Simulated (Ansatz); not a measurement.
# Stationary points along a deformation path in K₂BrCl

Method: DFT LDA, scalar-relativistic, plane waves, PAW (Ansatz 0.2.0). The runs took a 420 eV cutoff, a Γ-centred 6×6×6 mesh and Gaussian smearing (0.05 eV). No spin polarisation. Energies are free energies at this smearing, counted from the undisturbed cell; pressure is positive in compression.

The undisturbed cell (as given, not relaxed at this level; it stands at -1.9 GPa, and it needn't be the usual structure):

```
K Br Cl
1.0
     2.28063    1.31672    7.46643
    -2.28063    1.31672    7.46643
     0.00000   -2.63345    7.46643
K Br Cl
2 1 1
Direct
  0.74619 0.74619 0.74619
  0.25381 0.25381 0.25381
  0.50000 0.50000 0.50000
  0.00000 0.00000 0.00000
```

At fixed volume and fractional coordinates, lengths along (0.000, 0.000, 1.000) are scaled against those across it; ρ is that ratio over its starting value. V = 33.632 Å³/atom. Δσ is the stress along the axis less the mean stress across it (compression positive).

```
    ρ  ΔE (meV/atom)  Δσ (GPa) space group
0.800           34.2      1.83         R-3m
0.850           19.7      1.54         R-3m
0.920            5.8      0.94         R-3m
0.960            1.5      0.50         R-3m
1.000            0.0      0.00         R-3m
1.050            2.3     -0.70         R-3m
1.100            9.3     -1.48         R-3m
1.200           37.8     -3.27         R-3m
1.300           85.7     -5.35         R-3m
```

Task: How does the stress give the slope of the energy, and where is the energy stationary?

Result: Along the path d ln(length) is 2/3 d ln ρ on the axis and −1/3 d ln ρ across it, so dE/d ln ρ = −(2/3) V Δσ: the energy falls with ρ where Δσ is positive. Δσ vanishes or changes sign at ρ = 1.000 (R-3m), a minimum at 0.0 meV/atom. Pairs of stationary points between two samples would go unseen, and could change a minimum read from distant neighbours into a maximum.

Task: Integrate that slope from ρ = 1 to 1.200 by the trapezoid rule.

Result: With V/N in Å³ and 1 eV/Å³ = 160.2 GPa the slopes at ρ = 1.000, 1.050, 1.100, 1.200 are 0, 98, 207, 458 meV/atom per unit of ln ρ. The steps add 2.4 + 7.1 + 28.9 = 38.4 meV/atom, against 37.8 from the energies; the trapezoid rule misses the curvature of the slope within each step.

Forces appear on the atoms along this scan, and letting them relax would lower the energy and soften the response.